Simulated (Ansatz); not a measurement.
Rb$_{2}$MgCl$_{4}$:
```cif
data_Cl4MgRb2
_chemical_formula_sum 'Rb2 Mg1 Cl4'
_space_group_name_H-M_alt 'P 1'
_space_group_IT_number 1
_cell_length_a 8.84628
_cell_length_b 8.84628
_cell_length_c 8.84628
_cell_angle_alpha 147.210
_cell_angle_beta 147.210
_cell_angle_gamma 47.052
loop_
_space_group_symop_operation_xyz
  'x, y, z'
loop_
_atom_site_label
_atom_site_type_symbol
_atom_site_fract_x
_atom_site_fract_y
_atom_site_fract_z
_atom_site_occupancy
Rb1 Rb 0.35716 0.35716 0.00000 1
Rb2 Rb 0.64284 0.64284 0.00000 1
Mg1 Mg 0.00000 0.00000 0.00000 1
Cl1 Cl 0.15476 0.15476 0.00000 1
Cl2 Cl 0.84524 0.84524 0.00000 1
Cl3 Cl 0.50000 0.00000 0.50000 1
Cl4 Cl 0.00000 0.50000 0.50000 1
```

Relaxed with r²SCAN.

Problem. Tabulate the valence density and the electron localisation function along the shortest Rb–Cl contact (3.28 Å), the program Ansatz at the r²SCAN level (PAW).

Solution. 

```
distance from Rb (Å)  density (e/Å³)   ELF
--------------------  --------------  ----
0.33                            1.83  0.34
0.49                            2.13  0.71
0.66                            1.81  0.85
0.82                            1.18  0.88
0.98                            0.64  0.84
1.15                            0.31  0.67
1.31                            0.15  0.26
1.48                            0.09  0.05
1.64                            0.08  0.04
1.81                            0.10  0.16
1.97                            0.17  0.53
2.13                            0.31  0.76
2.30                            0.56  0.83
2.46                            0.99  0.86
2.63                            1.54  0.85
2.79                            1.74  0.78
2.95                            1.15  0.58
```

The density is the valence pseudo-density with augmentation charge, so density and ELF within about 1 Å of a nucleus are not all-electron values.

Space group I4/mmm. The first step of the workflow began from a Materials Project structure, measured or hypothetical; the Crystallography Open Database copy checked does not list it. Whether it is the stable phase at ambient conditions was not checked. The r²SCAN relaxation kept the symmetry of its start; whether a distortion lowers the energy is not shown.

Potentials: the later of the program's two PAW sets.
